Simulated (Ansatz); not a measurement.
Values for one crystal, relaxed and computed with plane-wave PAW r²SCAN (Ansatz code); other levels are named.

| Item | Value |
|---|---|
| Volume per atom | 23.91 Å³ |
| Electronic character | metallic (no gap) |
| Formation energy from the elements (no fitted shifts) | -0.72 eV/atom |
| Density of states at the Fermi level | 0.72 states/eV per atom (mean over ±0.08 eV) |

Question: Which of these materials gives this?
A. TiSi2, Fddd (Si on 16f, Ti on 8a)
B. LaTiGe, P4/nmm (La on 2c, Ti on 2a, Ge on 2c)
C. ZrGeS, P4/nmm (Zr on 2c, Ge on 2a, S on 2c)
D. LaMg2Si2, P4/mmm (La on 1a, Mg on 2e, Si on 2h)

Answer: B, LaTiGe, P4/nmm (La on 2c, Ti on 2a, Ge on 2c)

The first step of the workflow began from a Materials Project structure, measured or hypothetical; the Crystallography Open Database copy checked does not list it. Whether it is the stable phase at ambient conditions was not checked. The r²SCAN relaxation kept the symmetry of its start; whether a distortion lowers the energy is not shown. Spin order of the final state: ferromagnetic, chosen from 4 collinear starts compared on coarse meshes (ties went to the first, and starts can fall back to one state), not a proven ground state. Other orbital occupations within this spin state were not tried. The references are the lowest solids computed at this level, not always the standard phases. Scalar-relativistic: spin–orbit coupling is off unless named, which matters more the heavier the elements.

Potentials: the later of the program's two PAW sets.
